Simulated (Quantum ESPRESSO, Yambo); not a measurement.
**Quasiparticle gap of Ba2ZnN2**

```cif
data_Ba2N2Zn
_chemical_formula_sum 'N2 Zn1 Ba2'
_space_group_name_H-M_alt 'P 1'
_space_group_IT_number 1
_cell_length_a 7.13798
_cell_length_b 7.13798
_cell_length_c 7.13798
_cell_angle_alpha 145.808
_cell_angle_beta 145.808
_cell_angle_gamma 49.132
loop_
_space_group_symop_operation_xyz
  'x, y, z'
loop_
_atom_site_label
_atom_site_type_symbol
_atom_site_fract_x
_atom_site_fract_y
_atom_site_fract_z
_atom_site_occupancy
N1 N 0.85929 0.85929 0.00000 1
N2 N 0.14071 0.14071 0.00000 1
Zn1 Zn 0.00000 0.00000 0.00000 1
Ba1 Ba 0.65472 0.65472 0.00000 1
Ba2 Ba 0.34528 0.34528 0.00000 1
```

The geometry is that of Materials Project entry mp-9307, symmetrised and not relaxed again.

Starting point: PBEsol (pw.x of Quantum ESPRESSO, ONCV potentials, scalar-relativistic). G0W0 in Yambo: 4×4×4 Γ-centred k mesh, bands 5 to 168 and a 7 Ry block in the screening, 168 bands in G with the Bruneval-Gonze terminator, plasmon pole fitted at 27.2 eV.

The PBEsol gap along the band path comes out as 0.48 eV and the PBEsol gap between the mesh's edge points (Γ → X) is 0.48 eV. The G0W0 gap between the same points is 0.95 eV, the PBEsol smallest direct gap on the mesh (at X) is 0.56 eV and the G0W0 direct gap at that point comes out as 1.10 eV.

```
k point  band  E PBEsol (eV)  E QP (eV)  shift (eV)     Z
-------  ----  -------------  ---------  ----------  ----
Γ          VB           0.00      -0.23       -0.23  0.76
Γ          CB           0.84       1.14        0.30  0.80
X          VB          -0.08      -0.38       -0.30  0.76
X          CB           0.48       0.72        0.24  0.80
N          VB          -1.01      -1.37       -0.37  0.76
N          CB           1.64       1.92        0.27  0.81
P          VB          -0.14      -0.43       -0.29  0.76
P          CB           1.03       1.33        0.31  0.80
Z          VB          -0.18      -0.41       -0.23  0.76
Z          CB           1.05       1.23        0.18  0.82
```

Energies count from the PBEsol valence-band maximum.

Convergence of the G0W0 settings was not tested. Oxides, nitrides and fluorides with a shallow 3d shell are known to need far more bands and larger blocks.
